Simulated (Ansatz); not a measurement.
Li (9R (Sm type), R-3m) under volume change, PBEsol (plane waves, PAW; program Ansatz), shape and atoms relaxed at each volume.

```tsv
V (Å³/atom)	E − E(relaxed) (meV/atom)	P (GPa)
18.400	8.0	1.50
19.006	(withheld)	(withheld)
19.613	0.8	0.44
20.220	0.0	0.00
20.826	0.7	-0.38
21.433	(withheld)	(withheld)
22.039	6.1	-1.02
```

### Question
Fill in the missing entries.

### Answer

- 21.433, E − E(relaxed) (meV/atom): 2.8
- 21.433, P (GPa): -0.72
- 19.006, E − E(relaxed) (meV/atom): 3.4
- 19.006, P (GPa): 0.93

### Question
What does a third-order Birch–Murnaghan fit give for V₀, B₀ and B′?

### Answer
V₀ = 20.22 Å³/atom, B₀ = 13.6 GPa, B′ = 3.3.

The workflow started from a Materials Project entry (that database holds measured and hypothetical structures alike); the Crystallography Open Database files this formula in space group No. 166, but the cells were not matched. It is not the phase usual at ambient conditions (space group No. 229). The cell was relaxed with PBEsol under the symmetry of its start; whether a distortion lowers the energy is not shown.

Potentials: the earlier of the program's two PAW sets. The files were generated under PBE; for other functionals the program regenerates the frozen cores, and for LDA and PBEsol the local potential too.
